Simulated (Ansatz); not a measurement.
## TlSi2Pt2, a known structure type with other elements, at an estimated volume

```yaml
crystal:
  lattice:
    - [0.00000, 4.29299, 0.00000]
    - [4.29299, 0.00000, 0.00000]
    - [2.14650, 2.14650, -4.92085]
  atoms:
    - { symbol: Si, position: [0.37500, 0.37500, 0.25000] }
    - { symbol: Si, position: [0.62500, 0.62500, 0.75000] }
    - { symbol: Pt, position: [0.75000, 0.25000, 0.50000] }
    - { symbol: Pt, position: [0.25000, 0.75000, 0.50000] }
    - { symbol: Tl, position: [0.00000, 0.00000, 0.00000] }
```

Level: PBE, no spin polarisation; 420 eV; 9×9×9 Γ-centred mesh; fermi-dirac occupations (width 0.1 eV); Ansatz 0.2.0, fixed geometry.

(1) What does the stress say?

(2) Where is the largest force?

(3) What happens at the Fermi level?

(4) Is it stable against the elements?

Origin: a known structure type with other elements, at an estimated volume, so it need not be a known compound.

Answers

(1) The pressure is 1.1 GPa (compression positive), so with the atoms held at these fractions the cell would first expand. The principal stresses 0.0, 1.6, 1.6 GPa differ, so its shape would change too.

(2) The largest is on Si1 (and as large on other atoms): 0.06 eV/Å, components (0.00, 0.00, -0.06). It makes 180° with the line to a nearest neighbour, Si2 at 2.46 Å, pointing away from it.

(3) It is a metal, with about 2.3 states/eV a cell as the mean within 0.25 eV of the Fermi level, mostly Pt d (35 %), Si p (30 %) and Tl p (13 %).

(4) -0.32 eV an atom against the elements' usual phases (free molecules for gases, crystals otherwise, with no correction for O₂ or N₂), so it is bound against them; other compounds may still compete. Relaxing would lower it.
